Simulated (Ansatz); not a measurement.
Clamped-ion strain scan in CuTe

Method: Ansatz, DFT r2SCAN, scalar-relativistic, plane waves, PAW. Settings: plane waves to 500 eV, k-mesh 16×12×8 (Γ-centred), Gaussian smearing 0.15 eV. No spin polarisation. Energies are free energies at this smearing, counted from the undisturbed cell; pressure is positive in compression.

The undisturbed cell (as given, not relaxed at this level; it stands at 3.9 GPa, and it needn't be the usual structure):

```
Cu Te
1.0
     3.10000    0.00000    0.00000
     0.00000    4.02000    0.00000
     0.00000    0.00000    6.86000
Cu Te
2 2
Direct
  0.00000 0.50000 0.44900
  0.50000 0.00000 0.55100
  0.00000 0.00000 0.22300
  0.50000 0.50000 0.77700
```

The cell holds layers and no dispersion correction was added, so their binding is poorly described.

The cell is strained by ε times the Voigt pattern (0, 0, 1, 0, 0, 0) (xx, yy, zz, yz, xz, xy; engineering shear) with fractional coordinates fixed. The cell is metallic on the mesh throughout.

```tsv
ε	ΔE (meV/atom)
-0.1000	158.6
-0.0500	51.1
0.0000	0.0
0.0250	-8.4
0.0750	2.2
0.1000	18.7
```

**Question.** Predict the stress summed along the pattern (GPa, tension positive) at each point.

**Answer.**
```
      ε  stress summed along the pattern (GPa, tension positive)
-0.1000                                                   -21.05
-0.0500                                                   -11.57
 0.0000                                                    -4.08
 0.0250                                                    -1.01
 0.0750                                                     3.94
 0.1000                                                     5.90
```